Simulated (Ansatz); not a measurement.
## Lu5Ta, before and after

The guess for Lu5Ta was made by a generator: random cell by space group and Wyckoff sites (P6/mmm, No. 191). Its size is a rough estimate.

start:

Space group P6/mmm (No. 191). a = 4.634 Å, b = 4.634 Å, c = 7.504 Å, α = 90.00°, β = 90.00°, γ = 120.00°
```tsv
atom	site	symmetry	x	y	z
Lu	4h	3m.	0.3333	0.6667	0.2322
Lu	1a	6/mmm	0.0000	0.0000	0.0000
Ta	1b	6/mmm	0.0000	0.0000	0.5000
```

All numbers below come from Ansatz 0.2.0, DFT PBE, scalar-relativistic, plane waves, PAW. Cutoff 420 eV, Gaussian smearing, Γ-centred meshes. Cell and atoms relax first on a coarse mesh and then on a finer one. In between, the cell is made exact in the group found at 0.06 Å. In metals the finer mesh still leaves noise of several meV/atom or more. The steps can't lower the symmetry of their start. No spin polarisation.

end:

Space group P6/mmm (No. 191). a = 5.210 Å, b = 5.210 Å, c = 6.598 Å, α = 90.00°, β = 90.00°, γ = 120.00°
```json
{"atom": "Lu", "site": "4h", "symmetry": "3m.", "x": "0.3333", "y": "0.6667", "z": "0.2620"}
{"atom": "Lu", "site": "1a", "symmetry": "6/mmm", "x": "0.0000", "y": "0.0000", "z": "0.0000"}
{"atom": "Ta", "site": "1b", "symmetry": "6/mmm", "x": "0.0000", "y": "0.0000", "z": "0.5000"}
```

The symmetry stays P6/mmm (No. 191). The volume per atom grows by 11.2 %, from 23.3 to 25.8 Å³. The shortest distance goes from 2.68 Å (Lu–Lu) to 3.01 Å (Lu–Lu). The ratio c/a of the conventional cell changes by a factor of 0.78. The energy falls by about 0.58 eV/atom (the start's value is from the coarse mesh).

```
Volume per atom                            : 25.85 Å³
Density                                    : 11.30 g/cm³
Energy over the elements                   : +0.27 eV/atom
Gap on the 12×12×6 mesh of the 6-atom cell : 0 eV (a metal)
```

Energies over the elements count from the elements' standard structures at the same level, with no fitted energy shifts. It can't be a ground state, since the elements alone are lower.

The last run used Gaussian smearing of 0.10 eV. These runs have no spin–orbit coupling, which can matter for Ta. The cell is a metal run without spin; a magnetic state may lie lower. A structure relaxed within its symmetry needn't be a true minimum. In all, the 4 runs took 6.8 min on 1 thread of Intel(R) Xeon(R) Processor @ 2.70GHz (shared host).
